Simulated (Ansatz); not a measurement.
**Where the states of YHg lie**

```cif
data_structure
_symmetry_space_group_name_H-M 'P 1'
_symmetry_Int_Tables_number 1
_cell_length_a 3.6820
_cell_length_b 3.6820
_cell_length_c 3.6820
_cell_angle_alpha 90.000
_cell_angle_beta 90.000
_cell_angle_gamma 90.000
_cell_volume 49.92
loop_
_atom_site_label
_atom_site_type_symbol
_atom_site_fract_x
_atom_site_fract_y
_atom_site_fract_z
_atom_site_occupancy
Y1 Y 0.50000 0.50000 0.50000 1
Hg1 Hg 0.00000 0.00000 0.00000 1
```

The runs use the primitive cell with vectors (3.682, 0.000, 0.000), (0.000, 3.682, 0.000), (0.000, 0.000, 3.682) Å, to which the k mesh refers.

The conventional cell has a = 3.682 Å, b = 3.682 Å, c = 3.682 Å, α = 90.00°, β = 90.00°, γ = 90.00°. Y (atom 1) has 8 Hg at 3.19 Å as nearest neighbours. Hg (atom 2) is surrounded by 8 Y at 3.19 Å.

The geometry is COD entry 1523310, unchecked; take it as a test cell.

Spin polarisation is left out, and whether a magnetic state lies lower isn't shown here.

No spin–orbit coupling, which matters for the heavy atoms here.

Level of theory: Ansatz 0.2.0, DFT, LDA, all-electron LAPW, scalar-relativistic.

Numerical set-up: a Γ-centred 11×11×11 k mesh, Fermi–Dirac smearing of 0.08 eV, basis error target 0.25 meV/atom, no spin polarisation.

States per eV and cell, averaged over 0.6 eV, from -8.2 to 3.6 eV, with energies (bin centres) from the Fermi level; empty bins are left out. The partial columns, the largest 5 alone, are projections on Löwdin-orthogonalised atomic shells (those that the program's projection atoms carry: the occupied ones and, for some elements, an empty d or f shell; other empty shells have no column), summed over atoms of an element. Weights on diffuse s and p shells depend on that basis and aren't pure angular character.

```json
{"E (eV)": "-8.0", "total": "0.24", "Hg 5d": "0.18", "Y 4d": "0.01", "Hg 6s": "0.02", "Y 5s": "0.03", "Y 4p": "0.00"}
{"E (eV)": "-7.4", "total": "14.77", "Hg 5d": "13.96", "Y 4d": "0.35", "Hg 6s": "0.22", "Y 5s": "0.18", "Y 4p": "0.02"}
{"E (eV)": "-6.8", "total": "2.10", "Hg 5d": "1.86", "Y 4d": "0.03", "Hg 6s": "0.12", "Y 5s": "0.08", "Y 4p": "0.01"}
{"E (eV)": "-6.2", "total": "0.41", "Hg 5d": "0.05", "Y 4d": "0.03", "Hg 6s": "0.20", "Y 5s": "0.11", "Y 4p": "0.01"}
{"E (eV)": "-5.6", "total": "0.64", "Hg 5d": "0.06", "Y 4d": "0.09", "Hg 6s": "0.35", "Y 5s": "0.11", "Y 4p": "0.01"}
{"E (eV)": "-5.0", "total": "1.18", "Hg 5d": "0.12", "Y 4d": "0.29", "Hg 6s": "0.68", "Y 5s": "0.07", "Y 4p": "0.01"}
{"E (eV)": "-4.4", "total": "0.51", "Hg 5d": "0.04", "Y 4d": "0.20", "Hg 6s": "0.26", "Y 5s": "0.01", "Y 4p": "0.00"}
{"E (eV)": "-3.8", "total": "0.12", "Hg 5d": "0.00", "Y 4d": "0.05", "Hg 6s": "0.06", "Y 5s": "0.00", "Y 4p": "0.00"}
{"E (eV)": "-3.2", "total": "0.14", "Hg 5d": "0.00", "Y 4d": "0.05", "Hg 6s": "0.03", "Y 5s": "0.05", "Y 4p": "0.00"}
{"E (eV)": "-2.6", "total": "0.28", "Hg 5d": "0.01", "Y 4d": "0.11", "Hg 6s": "0.02", "Y 5s": "0.13", "Y 4p": "0.00"}
{"E (eV)": "-2.0", "total": "0.64", "Hg 5d": "0.02", "Y 4d": "0.32", "Hg 6s": "0.03", "Y 5s": "0.22", "Y 4p": "0.00"}
{"E (eV)": "-1.4", "total": "1.66", "Hg 5d": "0.04", "Y 4d": "0.98", "Hg 6s": "0.04", "Y 5s": "0.37", "Y 4p": "0.01"}
{"E (eV)": "-0.8", "total": "1.12", "Hg 5d": "0.03", "Y 4d": "0.70", "Hg 6s": "0.04", "Y 5s": "0.12", "Y 4p": "0.00"}
{"E (eV)": "-0.2", "total": "1.49", "Hg 5d": "0.03", "Y 4d": "1.02", "Hg 6s": "0.04", "Y 5s": "0.03", "Y 4p": "0.00"}
{"E (eV)": "0.4", "total": "1.49", "Hg 5d": "0.03", "Y 4d": "1.31", "Hg 6s": "0.03", "Y 5s": "0.00", "Y 4p": "0.00"}
{"E (eV)": "1.0", "total": "2.43", "Hg 5d": "0.04", "Y 4d": "1.99", "Hg 6s": "0.06", "Y 5s": "0.15", "Y 4p": "0.00"}
{"E (eV)": "1.6", "total": "2.17", "Hg 5d": "0.03", "Y 4d": "1.64", "Hg 6s": "0.08", "Y 5s": "0.17", "Y 4p": "0.00"}
{"E (eV)": "2.2", "total": "1.45", "Hg 5d": "0.03", "Y 4d": "1.04", "Hg 6s": "0.03", "Y 5s": "0.10", "Y 4p": "0.00"}
{"E (eV)": "2.8", "total": "2.36", "Hg 5d": "0.06", "Y 4d": "1.95", "Hg 6s": "0.03", "Y 5s": "0.05", "Y 4p": "0.00"}
{"E (eV)": "3.4", "total": "1.40", "Hg 5d": "0.02", "Y 4d": "1.17", "Hg 6s": "0.03", "Y 5s": "0.05", "Y 4p": "0.00"}
```

**Question.** Which of the resolved shells contributes most within 0.3 eV of the Fermi level?

**Answer.** Y 4d, with 81 % of all states there; Hg 5d follows with 2 %.

**Question.** Where is the centre of the filled Hg 5d states between -14 eV and the top of the filled states?

**Answer.** -7.26 eV from the Fermi level.
